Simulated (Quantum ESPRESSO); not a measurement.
## Band energies of NaBH4

```
CELL_PARAMETERS angstrom
      4.27632     0.00000     0.00000
      0.00000     4.27632     0.00000
      0.00000     0.00000     5.79883
ATOMIC_POSITIONS crystal
  H  0.99142 0.23321 0.37928
  H  0.23321 0.00858 0.62072
  H  0.00858 0.76679 0.37928
  H  0.76679 0.99142 0.62072
  H  0.49142 0.26679 0.12072
  H  0.73321 0.49142 0.87928
  H  0.50858 0.73321 0.12072
  H  0.26679 0.50858 0.87928
  B  0.50000 0.50000 0.00000
  B  0.00000 0.00000 0.50000
  Na 0.50000 0.50000 0.50000
  Na 0.00000 0.00000 0.00000
```

PBEsol (pw.x of Quantum ESPRESSO, ONCV potentials, scalar-relativistic); path ΓXMΓZRAZ,XR,MA; energies in eV from the valence-band maximum.

```csv
k (1/Å),point,band 12,band 13,band 14,band 15,band 16,band 17,band 18,band 19
0.00,Γ,-0.99,-0.99,-0.51,0.00,0.00,6.24,6.71,6.94
0.49,,-1.88,-1.02,-0.76,-0.74,-0.23,6.97,7.61,7.66
0.73,X,-1.94,-1.16,-1.16,-0.48,-0.48,7.43,7.43,7.93
0.92,,-1.94,-1.23,-1.23,-0.53,-0.53,7.18,7.18,8.24
1.29,,-2.29,-1.23,-1.23,-0.72,-0.72,6.35,6.35,7.34
1.47,M,-2.42,-1.14,-1.14,-0.80,-0.80,6.25,6.25,7.06
1.64,,-2.25,-1.30,-1.16,-0.77,-0.69,6.21,6.49,7.20
1.99,,-1.87,-1.21,-1.18,-0.57,-0.34,6.61,7.70,8.08
2.34,,-1.17,-1.03,-0.47,-0.17,-0.05,6.47,6.90,7.08
2.51,Γ,-0.99,-0.99,-0.51,0.00,0.00,6.24,6.71,6.94
2.69,,-0.97,-0.97,-0.63,-0.04,-0.04,6.12,7.05,7.09
3.05,Z,-1.43,-0.88,-0.88,-0.17,-0.17,6.49,6.49,8.24
3.42,,-1.79,-1.07,-0.75,-0.25,-0.19,6.48,7.61,7.96
3.78,R,-2.55,-0.57,-0.57,-0.47,-0.47,6.65,6.65,8.98
4.15,,-2.28,-1.29,-1.29,-0.60,-0.60,7.46,7.46,8.28
4.52,A,-1.87,-1.87,-1.87,-0.98,-0.98,8.08,8.08,8.30
4.82,,-1.95,-1.71,-1.71,-0.65,-0.65,7.78,7.78,8.37
5.11,,-1.80,-1.32,-1.32,-0.27,-0.27,7.41,7.41,8.43
5.41,,-1.49,-0.94,-0.94,-0.17,-0.17,6.64,6.64,8.29
5.56,Z,-1.43,-0.88,-0.88,-0.17,-0.17,6.49,6.49,8.24
5.56,X,-1.94,-1.16,-1.16,-0.48,-0.48,7.43,7.43,7.93
5.92,,-2.43,-0.68,-0.68,-0.48,-0.48,6.79,6.79,8.68
6.10,R,-2.55,-0.57,-0.57,-0.47,-0.47,6.65,6.65,8.98
6.10,M,-2.42,-1.14,-1.14,-0.80,-0.80,6.25,6.25,7.06
6.64,A,-1.87,-1.87,-1.87,-0.98,-0.98,8.08,8.08,8.30
```

The PBEsol gap is indirect, 6.12 eV, from Γ to 33 % of the way from Γ to Z; the smallest direct gap is 6.15 eV.

Geometry of the Materials Project entry, not relaxed at this level.

The structure is a Materials Project entry; no match was found in the copy of COD used, and its stability was not checked.
